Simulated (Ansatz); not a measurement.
AlPt:
```xyz
2
Lattice="0.0000 2.5473 2.5473 2.5473 0.0000 2.5473 2.5473 2.5473 0.0000" Properties=species:S:1:pos:R:3 pbc="T T T"
Pt     0.0000     0.0000     0.0000
Al     2.5473     2.5473     2.5473
```

Relaxed with r²SCAN. Special points in fractions of this cell's reciprocal vectors: Γ (0.000, 0.000, 0.000); X (0.500, 0.000, 0.500); U (0.625, 0.250, 0.625); K (0.375, 0.375, 0.750); L (0.500, 0.500, 0.500); W (0.500, 0.250, 0.750).

Problem. List the band energies nearest the Fermi level at these points for r²SCAN in the plane-wave PAW code Ansatz.

Solution. In eV from the Fermi level; about four levels below and three above (degenerate sets whole), none deeper than 8.9 eV; … stands for higher levels left out; points with the same levels are listed once.

```json
[
 {"k": "Γ", "below": "-3.70 -3.70 -3.70 -3.56 -3.56", "above": "…"},
 {"k": "X", "below": "-2.94 -1.99 -1.99 -0.82", "above": "…"},
 {"k": "U", "below": "-3.61 -2.22 -1.88 -0.32", "above": "0.64 …"},
 {"k": "L", "below": "-4.44 -4.44 -2.35 -2.35 -1.24", "above": "…"},
 {"k": "W", "below": "-4.33 -4.33 -4.20 -1.99 -1.48", "above": "0.25 0.25 …"}
]
```

Space group Fm-3m (rock salt). The start of the workflow was typed in or built on a structure type; neither database checked (COD, Materials Project) lists it. Its standing as an ambient phase is unchecked. Symmetry was held in the r²SCAN relaxation; its stability against distortions is not shown here. No spin polarisation was allowed. Scalar-relativistic: spin–orbit coupling is off unless named, which matters more the heavier the elements.

Potentials: the earlier of the program's two PAW sets.
